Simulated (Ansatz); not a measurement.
HfC (rock salt)

```
CELL_PARAMETERS angstrom
      0.00000     4.64070     4.64070
      2.32035     2.32035     4.64070
      2.32035     2.32035     0.00000
ATOMIC_POSITIONS crystal
  C  0.00000 0.00000 0.00000
  C  0.50000 0.00000 0.00000
  Hf 0.00000 0.50000 0.50000
  Hf 0.50000 0.50000 0.50000
```

The atoms are displaced by Q × the pattern below (from a DFPT mode at X = (0.5, 0.5, 0.0), largest move 1; Q in Å), at fixed cell. It is one choice among 2 degenerate patterns. (q is in reciprocal vectors of the primitive cell; the cell shown is doubled to hold the pattern.)

```json
[
 {"atom": "C1", "x": "0.000", "y": "-0.027", "z": "0.000"},
 {"atom": "C2", "x": "0.000", "y": "0.027", "z": "0.000"},
 {"atom": "Hf3", "x": "0.000", "y": "1.000", "z": "0.000"},
 {"atom": "Hf4", "x": "0.000", "y": "-1.000", "z": "0.000"}
]
```

All values below come from r2SCAN (plane waves to 500 eV, PAW, scalar-relativistic; Ansatz, a program for electronic structure). k mesh 17×17×17 (Γ-centred), Fermi-Dirac smearing 0.05 eV. The energy includes the smearing's −TS. With partly filled bands, energies and forces of such displacements shift with the k mesh and the smearing. HfC is run without spin polarisation. HfC was relaxed with its symmetry unable to fall. Spin-orbit coupling is left out, though Hf is heavy. ΔE is measured from the undisplaced structure.

```json
[
 {"Q (Å)": "-0.280", "ΔE (meV/cell)": "1352"},
 {"Q (Å)": "-0.187", "ΔE (meV/cell)": "562"},
 {"Q (Å)": "-0.093", "ΔE (meV/cell)": "131"},
 {"Q (Å)": "0.000", "ΔE (meV/cell)": "0"},
 {"Q (Å)": "0.093", "ΔE (meV/cell)": "131"},
 {"Q (Å)": "0.187", "ΔE (meV/cell)": "562"},
 {"Q (Å)": "0.280", "ΔE (meV/cell)": "1352"}
]
```

Which DFPT wavenumber at X = (0.5, 0.5, 0.0) belongs to this mode?
A) 151 cm⁻¹
B) 194 cm⁻¹
C) 488 cm⁻¹
D) 589 cm⁻¹

A, 151 cm⁻¹. The curvature of the scan gives 150 cm⁻¹

(For displaced atoms, the force is minus the slope of the energy, and its curvature is a force constant, which sets phonon frequencies.)
